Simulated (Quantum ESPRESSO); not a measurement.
# In2HfPd3AgSn: one composition in several site orders

A calculation, not a measurement. The program is pw.x of Quantum ESPRESSO 7.5 (plane-wave density functional theory). The cell is made up: eight metal atoms on a hexagonal close-packed lattice, with elements, volume, strain and displacements drawn at random and not relaxed, so it may be unstable or far from any real phase. PseudoDojo standard norm-conserving files set the functional (PBE unless stated); there is no spin polarisation or spin-orbit coupling, the Fermi-Dirac width of 0.25 eV means electrons at about 2900 K, and the masses in the input are unused placeholders. The tin pseudopotential is less sure than most, with forces differing by about three percent from a second method on plain tin. Heavy elements are run without spin-orbit coupling, which real alloys of them have. A spin test at this wide smearing found no moment, but such smearing suppresses magnetism that the real alloy may have.

The runs put one composition on the sites in different orders. Cell, positions, cutoff, mesh and smearing stay as in the input of run 1; sites are counted in its order. Stress in the tables is positive in tension.

Input of run 1:

```
&control calculation='scf', pseudo_dir='./dojo.nc.sr.pbe.v0_5.standard.upf', outdir='./o', disk_io='minimal', tprnfor=.true., tstress=.true. /
&system ibrav=0, nat=8, ntyp=5, nbnd=76, ecutwfc=82.02448710, nosym=.true., tot_charge=0,
 occupations='smearing', smearing='fd', degauss=0.0183746611
/
&electrons conv_thr=1.470e-08, electron_maxstep=70, mixing_beta=0.5 /
ATOMIC_SPECIES
Ag 1.0 Ag.upf
Hf 1.0 Hf.upf
In 1.0 In.upf
Pd 1.0 Pd.upf
Sn 1.0 Sn.upf
CELL_PARAMETERS angstrom
4.721 -2.6494 -0.0236
-3.1554 -0.0571 -4.9611
3.159 5.3189 0.0603
ATOMIC_POSITIONS angstrom
In 0.0817 -0.0803 -0.1243
Hf 1.5361 2.5621 -0.0113
In -0.124 1.745 -2.4755
Pd 1.6414 4.4684 -2.4911
Pd 3.1332 -0.0483 0.1625
Pd 4.564 2.6831 -0.0404
Ag 1.6718 -0.767 -2.6666
Sn 3.1277 1.8324 -2.4257
K_POINTS automatic
5 5 4 1 1 1
```

| run | elements on sites 1 to 8 | free energy less that of run 1 (eV) | -TS (eV) | pressure (GPa) | stress xx (GPa) | stress yy (GPa) | stress zz (GPa) | stress yz (GPa) | stress xz (GPa) | stress xy (GPa) | iterations |
| --- | --- | --- | --- | --- | --- | --- | --- | --- | --- | --- | --- |
| 1 | In Hf In Pd Pd Pd Ag Sn | 0.000 | -0.933 | -6.05 | 7.60 | 6.72 | 3.83 | 0.93 | 1.12 | -0.96 | 14 |
| 2 | Hf Pd Ag Pd Sn In Pd In | 0.101 | -0.947 | -6.21 | 7.51 | 5.39 | 5.75 | 1.70 | -0.65 | -0.67 | 14 |
| 3 | Hf Sn In Ag Pd Pd In Pd | 0.520 | -0.875 | -5.79 | 6.58 | 8.53 | 2.28 | 0.58 | -1.26 | -0.59 | 14 |
| 4 | In Pd Ag Sn Pd Hf In Pd | 0.095 | -0.873 | -6.35 | 7.53 | 6.71 | 4.80 | -0.67 | -0.88 | 1.79 | 14 |
| 5 | Hf Ag Sn Pd Pd Pd In In | 0.314 | -0.927 | -5.89 | 5.93 | 5.00 | 6.75 | -0.39 | 1.55 | -1.06 | 14 |
| 6 | Ag In In Pd Hf Pd Pd Sn | 0.153 | -0.899 | -5.92 | 6.90 | 6.52 | 4.34 | -2.03 | 0.00 | 2.41 | 14 |

Forces Fx Fy Fz (eV/Å):

| site | run 1 | run 2 | run 3 | run 4 | run 5 | run 6 |
| --- | --- | --- | --- | --- | --- | --- |
| 1 | -0.21 -0.39 0.30 | -0.55 0.60 -0.04 | -0.37 -0.73 0.97 | -0.68 1.02 0.39 | -0.13 -0.67 0.41 | -0.19 -0.09 0.17 |
| 2 | 0.20 1.01 -0.45 | 0.22 0.25 -0.49 | 0.86 1.05 -1.15 | 0.30 0.44 -0.13 | 0.20 0.50 -0.39 | -0.28 0.95 -0.13 |
| 3 | 0.28 -0.11 -0.32 | 0.11 0.15 0.18 | 0.81 0.80 -0.26 | 0.32 0.64 0.05 | 0.67 0.33 -0.49 | 0.25 -0.28 0.26 |
| 4 | -0.33 -0.38 0.45 | -0.25 -0.07 0.37 | -0.46 -0.51 0.00 | -0.53 -1.25 0.33 | -0.37 -0.20 0.28 | 0.01 -0.15 -0.18 |
| 5 | 0.15 0.49 -0.63 | 0.23 -0.20 0.07 | -0.33 -0.18 -0.77 | 0.03 0.10 -0.37 | -0.20 -0.15 -0.68 | -0.27 -1.04 -0.21 |
| 6 | -0.05 -0.35 -0.04 | 1.00 -0.49 0.05 | 0.28 0.43 0.17 | 0.25 -1.57 -0.16 | 0.22 0.35 0.15 | 0.15 -0.14 0.33 |
| 7 | -0.31 -0.61 0.70 | -0.43 -0.31 0.54 | -0.98 -0.78 1.43 | 0.31 0.62 0.05 | -0.74 -1.04 0.55 | -0.24 -0.28 0.27 |
| 8 | 0.28 0.35 -0.01 | -0.34 0.07 -0.67 | 0.19 -0.08 -0.39 | 0.01 0.01 -0.17 | 0.34 0.89 0.17 | 0.58 1.02 -0.50 |

The sites are displaced and not relaxed, so the energy differences mix bonding between neighbours with strain and are not ordering energies. A rerun of one cell of this series at a higher cutoff and on a denser mesh moved values by no more than 0.004 eV in energy, 0.08 GPa in stress and 0.010 eV/Å in force, and a second program with other atomic files agreed on that cell to 2 % rms in force and 0.5 GPa in pressure.